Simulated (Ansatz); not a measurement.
BePt:
```cif
data_BePt
_chemical_formula_sum 'Be1 Pt1'
_space_group_name_H-M_alt 'P 1'
_space_group_IT_number 1
_cell_length_a 2.78074
_cell_length_b 2.78074
_cell_length_c 2.93873
_cell_angle_alpha 90.000
_cell_angle_beta 90.000
_cell_angle_gamma 90.000
loop_
_space_group_symop_operation_xyz
  'x, y, z'
loop_
_atom_site_label
_atom_site_type_symbol
_atom_site_fract_x
_atom_site_fract_y
_atom_site_fract_z
_atom_site_occupancy
Be1 Be 0.50000 0.50000 0.50000 1
Pt1 Pt 0.00000 0.00000 0.00000 1
```

This is the r²SCAN-relaxed structure.

### Question
All from DFT-r²SCAN in the program Ansatz with PAW potentials, unless another level is named. Predict the formation energy from the elements (no fitted shifts).

### Answer
-0.77 eV/atom.

### Question
Give the density of states at the Fermi level.

### Answer
0.20 states/eV per atom (mean over ±0.08 eV).

### Question
What about the gap with spin–orbit coupling?

### Answer
none (metallic).

Space group P4/mmm (L1₀ or tetragonal B2). The cell is a constructed one: a structure type filled with these elements; neither database checked (COD, Materials Project) lists it. Whether it is the stable phase at ambient conditions was not checked. The r²SCAN relaxation kept the symmetry of its start; whether a distortion lowers the energy is not shown. No spin polarisation was allowed. The references are the lowest solids computed at this level, not always the standard phases. Spin–orbit coupling is left out wherever it is not named.

Potentials: the earlier of the program's two PAW sets.
